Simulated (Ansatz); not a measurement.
Values for one crystal, relaxed and computed with the program Ansatz at the LDA level (PAW); other levels are named.

* **Volume per atom**: 24.95 Å³
* **Band gap**: 3.66 eV (indirect)
* **Zero-point energy**: 32.0 meV/atom
* **Electronic dielectric constant ε∞ (DFPT)**: 3.44 (xx), 3.62 (yy), 3.89 (zz)
* **Dynamical stability on the path**: stable (no imaginary branch)
* **Smallest direct gap on the standard path**: 3.71 eV
* **Electron effective mass**: 1.1, 3.4, 3.4 mₑ (principal values)

Pick the material that matches.
A) HfO2, P4_2/nmc (Hf on 2a, O on 4d)
B) HfCl4, P2/c (Hf on 2f, Cl on 4g, Cl on 4g)
C) SiO2, Pn-3m (Si on 2a, O on 4b)
D) MgO, wurtzite

B, HfCl4, P2/c (Hf on 2f, Cl on 4g, Cl on 4g)

The workflow started from a Materials Project entry (that database holds measured and hypothetical structures alike); the Crystallography Open Database files this formula in space group No. 13, but the cells were not matched. Whether it is the stable phase at ambient conditions was not checked. The LDA relaxation kept the symmetry of its start. The run is not spin-polarised. A crystal of weakly bound chains computed without a dispersion correction: the cell and the soft elastic constants depend strongly on that. Spin–orbit coupling is left out wherever it is not named.

Potentials: the earlier of the program's two PAW sets.
